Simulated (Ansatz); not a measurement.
Geometry optimisation in Ansatz: input, command and trajectory.

```yaml
crystal:
  lattice:
    - [4.1448856936, 0.0, 0.0]
    - [0.0, 4.1448856936, 0.0]
    - [0.0, 0.0, 4.1448856936]
  atoms:
    - { symbol: Ni, position: [0.0, 0.0, 0.0], spin: 0.72 }
    - { symbol: S, position: [0.0, 0.5, 0.5] }
    - { symbol: S, position: [0.5, 0.0, 0.5] }
    - { symbol: S, position: [0.5, 0.5, 0.0] }
basis:
  ecutwfc: 420
kpoints:
  mp_grid: { grid: [4, 4, 4] }
hamiltonian:
  xc: pbe
scf:
  occupations: { method: gaussian, width: 0.1 }
  lower_state_search: "off"
output:
  forces: true
  stress: true
  eigenvalues: true
  populations: true
magnetization:
  spin_polarized: true
relax:
  adjacent_minimum: "off"
  f_tol: 0.04
  max_steps: 70
  cell: { stress_tol: 0.4 }
```

```bash
ansatz run input.yaml --threads 1 --pin off --max-ram 2560MiB --backend cpu --events-out ev --progress --plain --runs-dir out
```

Computed with Ansatz 0.2.0, DFT PBE, scalar-relativistic, plane waves, PAW.

Of 5 frames 5 are shown, positions in Å and forces in eV/Å; the SCF threshold varies from step to step. Steps run on the plane waves of an earlier cell, with a Pulay correction in the pressure. The basis is chosen afresh for the last frame, the zero of the energies, and at times for earlier ones too; energy and pressure step there, also at an unchanged geometry.

```xyz
4
Lattice="4.1449 0.0000 0.0000 0.0000 4.1449 0.0000 0.0000 0.0000 4.1449" Properties=species:S:1:pos:R:3:forces:R:3 pbc="T T T" step=1 free_energy_over_end_meV_per_atom=99.97 pressure_GPa=-9.98
Ni    0.0000    0.0000    0.0000    0.0000    0.0000    0.0000
S     0.0000    2.0724    2.0724    0.0000    0.0000    0.0000
S     2.0724    0.0000    2.0724    0.0000    0.0000    0.0000
S     2.0724    2.0724    0.0000    0.0000    0.0000    0.0000
4
Lattice="3.9428 0.0000 0.0000 0.0000 3.9428 0.0000 0.0000 0.0000 3.9428" Properties=species:S:1:pos:R:3:forces:R:3 pbc="T T T" step=2 free_energy_over_end_meV_per_atom=1.05 pressure_GPa=-1.58
Ni    0.0000    0.0000    0.0000    0.0000    0.0000    0.0000
S     0.0000    1.9714    1.9714    0.0000    0.0000    0.0000
S     1.9714    0.0000    1.9714    0.0000    0.0000    0.0000
S     1.9714    1.9714    0.0000    0.0000    0.0000    0.0000
4
Lattice="3.9089 0.0000 0.0000 0.0000 3.9089 0.0000 0.0000 0.0000 3.9089" Properties=species:S:1:pos:R:3:forces:R:3 pbc="T T T" step=3 free_energy_over_end_meV_per_atom=-0.34 pressure_GPa=0.55
Ni    0.0000    0.0000    0.0000    0.0000    0.0000    0.0000
S     0.0000    1.9545    1.9545    0.0000    0.0000    0.0000
S     1.9545    0.0000    1.9545    0.0000    0.0000    0.0000
S     1.9545    1.9545    0.0000    0.0000    0.0000    0.0000
4
Lattice="3.9173 0.0000 0.0000 0.0000 3.9173 0.0000 0.0000 0.0000 3.9173" Properties=species:S:1:pos:R:3:forces:R:3 pbc="T T T" step=4 free_energy_over_end_meV_per_atom=-0.49 pressure_GPa=-0.01
Ni    0.0000    0.0000    0.0000    0.0000    0.0000    0.0000
S     0.0000    1.9586    1.9586    0.0000    0.0000    0.0000
S     1.9586    0.0000    1.9586    0.0000    0.0000    0.0000
S     1.9586    1.9586    0.0000    0.0000    0.0000    0.0000
4
Lattice="3.9173 0.0000 0.0000 0.0000 3.9173 0.0000 0.0000 0.0000 3.9173" Properties=species:S:1:pos:R:3:forces:R:3 pbc="T T T" step=5 free_energy_over_end_meV_per_atom=0.00 pressure_GPa=0.01
Ni    0.0000    0.0000    0.0000    0.0000    0.0000    0.0000
S     0.0000    1.9586    1.9586    0.0000    0.0000    0.0000
S     1.9586    0.0000    1.9586    0.0000    0.0000    0.0000
S     1.9586    1.9586    0.0000    0.0000    0.0000    0.0000
```

The start puts this composition into another compound's structure type, which needn't suit it. At the end the space group is Pm-3m (tolerance 0.05 Å).

Time: 20 s on 1 thread of Arm Neoverse V1, on a shared host, peak memory 0.33 GiB.

The k mesh is coarse. The cell holds one magnetic atom, so it can only be ferromagnetic; an antiferromagnetic order may lie lower.